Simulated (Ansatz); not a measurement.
**Data sheet: V2O3 (DFT)**

V2O3:
```
CELL_PARAMETERS angstrom
      2.38765     1.37851     4.74503
     -2.38765     1.37851     4.74503
      0.00000    -2.75702     4.74503
ATOMIC_POSITIONS crystal
  V  0.16030 0.16030 0.16030
  V  0.83970 0.83970 0.83970
  V  0.33970 0.33970 0.33970
  V  0.66030 0.66030 0.66030
  O  0.57566 0.25000 0.92434
  O  0.42434 0.75000 0.07566
  O  0.75000 0.07566 0.42434
  O  0.25000 0.92434 0.57566
  O  0.07566 0.42434 0.75000
  O  0.92434 0.57566 0.25000
```
The run is spin-polarised; directions of the spins, atom by atom: ↑ ↑ ↑ ↑ 0 0 0 0 0 0.

Space group R-3c (No. 167), corundum; conventional cell a = 4.7753 Å, b = 4.7753 Å, c = 14.2351 Å, α = 90.00°, β = 90.00°, γ = 120.00°.

Method: plane-wave PAW PBEsol (Ansatz code). Structure relaxed to zero pressure with the same functional. Other levels are named where they apply.

### Cell and energy

```yaml
volume_per_atom: 9.37 Å³
density: 5.31 g/cm³
Formation energy from the elements (no fitted shifts): -224 kJ/mol of atoms
```

### Electronic structure

```yaml
electronic_character: metallic (no gap)
Density of states at the Fermi level: 0.15 states/eV per atom (mean over ±0.08 eV)
```

### Magnetism

```yaml
magnetic_order: ferromagnetic
net_moment: 0.44 μB per atom
```

### Mechanics

```yaml
Bulk modulus (Birch–Murnaghan fit): 2490 kbar
Pressure derivative B′: 4.0
Elastic constants (relaxed ions, GPa): C11 = 342, C12 = 153, C13 = 207, C14 = -21.8, C33 = 421, C44 = 157
mechanical_stability: stable (all eigenvalues of C positive)
hill_bulk_and_shear_moduli: 245 and 112 GPa
Young's modulus: 291 GPa
Poisson's ratio: 0.30
debye_temperature_from_the_elastic_constants: 724 K
```

The PBEsol relaxation kept the symmetry of its start. The final state is ferromagnetic, chosen from 5 collinear starts compared on coarse meshes (ties went to the first, and starts can fall back to one state), not a proven ground state. No Hubbard U is applied. The compound may be a true metal, but semilocal functionals without U, or a wrong spin order, can also close a gap. As this level gives no gap, shear constants depend on the k-mesh and smearing (Fermi–Dirac, 0.1 eV here). The references are the lowest solids computed at this level, not always the standard phases (solids in place of the gases).

Potentials: the earlier of the program's two PAW sets. The files were generated under PBE; for other functionals the program regenerates the frozen cores, and for LDA and PBEsol the local potential too.
